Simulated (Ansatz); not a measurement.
## Electric field gradients in Al6Ru

Theory: Ansatz 0.2.0, DFT LDA, scalar-relativistic, plane waves, PAW. Plane waves to 420 eV; Γ-centred k mesh 8×8×4; Fermi-Dirac smearing of 0.15 eV. No spin polarisation.

Equilibrium structure at this level:
```
Al Ru
1.0
     3.70154   -3.23969    0.00000
     3.70154    3.23969    0.00000
     0.00000    0.00000    8.87827
Al Ru
12 2
Direct
  0.31983 0.31983 0.00000
  0.68017 0.68017 0.50000
  0.68017 0.68017 0.00000
  0.31983 0.31983 0.50000
  0.85842 0.14158 0.09880
  0.14158 0.85842 0.59880
  0.85842 0.14158 0.40120
  0.14158 0.85842 0.90120
  0.02189 0.61797 0.25000
  0.97811 0.38203 0.75000
  0.38203 0.97811 0.25000
  0.61797 0.02189 0.75000
  0.53664 0.46336 0.25000
  0.46336 0.53664 0.75000
```

In a metal these results depend on the k mesh and the smearing. Spin–orbit coupling is left out, which matters for gradients at heavy nuclei.

Give V_zz (10²¹ V/m²) and the asymmetry η at each distinct site.

Results:

```tsv
atom	V_zz	η
Al (atom 1)	2.64	0.48
Al (atom 5)	-2.81	0.49
Al (atom 9)	-3.95	0.38
Ru (atom 13)	2.74	0.27
```

Whether Al6Ru exists in this form wasn't checked.

Cost: 1 run of about 1.7 core-minutes, on Intel Xeon Processor @ 2.50GHz (Skylake/Cascade Lake) (shared hosts).